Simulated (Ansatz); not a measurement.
Here is the system:

Al2Cu (Al2Cu type, space group I4/mcm)

```yaml
crystal:
  lattice:
    - [-3.02971, 3.02971, 2.43697]
    - [3.02971, -3.02971, 2.43697]
    - [3.02971, 3.02971, -2.43697]
  atoms:
    - { symbol: Al, position: [0.65828, 0.15828, 0.81655] }
    - { symbol: Al, position: [0.84172, 0.65828, 0.50000] }
    - { symbol: Al, position: [0.15828, 0.34172, 0.50000] }
    - { symbol: Al, position: [0.34172, 0.84172, 0.18345] }
    - { symbol: Cu, position: [0.25000, 0.25000, 0.00000] }
    - { symbol: Cu, position: [0.75000, 0.75000, 0.00000] }
```

In this cell atom 1 (Al, nearest neighbour Cu at 2.587 Å; its periodic images, 4.9 Å or more away, move with it) is moved by s towards the nearest neighbour, unit vector (-0.371, 0.800, -0.471); all other atoms and the cell stay fixed.

Computed with PBE (plane waves to 420 eV, PAW, scalar-relativistic; Ansatz, a quantum-chemistry and plane-wave program). k mesh 10×10×10 (Γ-centred), Fermi-Dirac smearing 0.05 eV. Energies are smeared free energies. With partly filled bands, energies and forces of such displacements shift with the k mesh and the smearing. Al2Cu is run without spin polarisation. Al2Cu was relaxed with its symmetry unable to fall. The PAW data are Ansatz's earlier set. ΔE is measured from the undisplaced structure.

The scan covers s from -0.260 to 0.260 Å in 11 points.

Task: Is this a single well or a double well?

Result: A single well with its minimum at or next to zero displacement.

Task: Is the energy the same for displacements of ±0.260 Å, and if not, which side lies higher?

Result: Not even: the positive side lies higher at ±0.260 Å. With its periodic images moving along, the atom's site symmetry in this cell is mm2.

Task: What is the force constant k = d²E/ds² of this move at s = 0?

Result: 5.40 eV/Å².

(A displaced cell: forces are minus the slopes of the energy, force constants its curvatures, and phonons follow from these.)
